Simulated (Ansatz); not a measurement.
Starting cell, SiO₂ (rutile):

```
SiO2
1.0
    4.23588     0.00000     0.00000
    0.00000     4.23588     0.00000
    0.00000     0.00000     5.37981
Si O
4 8
Direct
  0.50000   0.50000   0.25000
  0.50000   0.50000   0.75000
  0.00000   0.00000   0.00000
  0.00000   0.00000   0.50000
  0.80699   0.80699   0.25000
  0.80699   0.80699   0.75000
  0.30699   0.69301   0.00000
  0.30699   0.69301   0.50000
  0.69301   0.30699   0.00000
  0.69301   0.30699   0.50000
  0.19301   0.19301   0.25000
  0.19301   0.19301   0.75000
```

The atoms are displaced by Q × the pattern below (from a DFPT mode at Z = (0.0, 0.0, 0.5), largest move 1; Q in Å), at fixed cell. It is one choice among 2 degenerate patterns. (q is in reciprocal vectors of the primitive cell; the cell shown is doubled to hold the pattern.)

```json
[
 {"atom": "Si1", "x": "0.162", "y": "-0.162", "z": "0.000"},
 {"atom": "Si2", "x": "-0.162", "y": "0.162", "z": "0.000"},
 {"atom": "Si3", "x": "-0.707", "y": "-0.707", "z": "0.000"},
 {"atom": "Si4", "x": "0.707", "y": "0.707", "z": "0.000"},
 {"atom": "O5", "x": "0.012", "y": "-0.012", "z": "0.209"},
 {"atom": "O6", "x": "-0.012", "y": "0.012", "z": "-0.209"},
 {"atom": "O7", "x": "-0.053", "y": "-0.053", "z": "0.048"},
 {"atom": "O8", "x": "0.053", "y": "0.053", "z": "-0.048"},
 {"atom": "O9", "x": "-0.053", "y": "-0.053", "z": "-0.048"},
 {"atom": "O10", "x": "0.053", "y": "0.053", "z": "0.048"},
 {"atom": "O11", "x": "0.012", "y": "-0.012", "z": "-0.209"},
 {"atom": "O12", "x": "-0.012", "y": "0.012", "z": "0.209"}
]
```

The numbers are results of PBE (plane waves to 420 eV, PAW, scalar-relativistic; Ansatz, a quantum-chemistry and plane-wave program), not measurements. k mesh 8×8×6 (Γ-centred), Fermi-Dirac smearing 0.05 eV. E stands for the smeared free energy. SiO2 was relaxed with its symmetry unable to fall. The PAW data are Ansatz's earlier set. ΔE is measured from the undisplaced structure.

```
Q (Å)    ΔE (meV/cell)
-------  -------------
-0.1000       withheld
-0.0833          117.6
-0.0667           75.4
-0.0500           42.4
-0.0333           18.9
-0.0167            4.7
0.0000             0.0
0.0167             4.7
0.0333            18.9
0.0500            42.4
0.0667            75.4
0.0833           117.6
0.1000        withheld
```

Problem. Fit an even polynomial form (powers 2, 4) to the given rows and predict ΔE at Q = -0.1000.

Solution. Least squares on the 11 given rows: ΔE = (16970)·Q² + (-3915)·Q⁴, in meV/cell with Q in Å; root-mean-square residual 0.04 meV/cell. At -0.1000 the fit gives 169.3 meV/cell; the calculation gives 169.2 meV/cell, so the extrapolation is off by 0.1 (+0.1 %). The quadratic term alone would give 169.7 meV/cell.

(A displaced cell: forces are minus the slopes of the energy, force constants its curvatures, and phonons follow from these.)
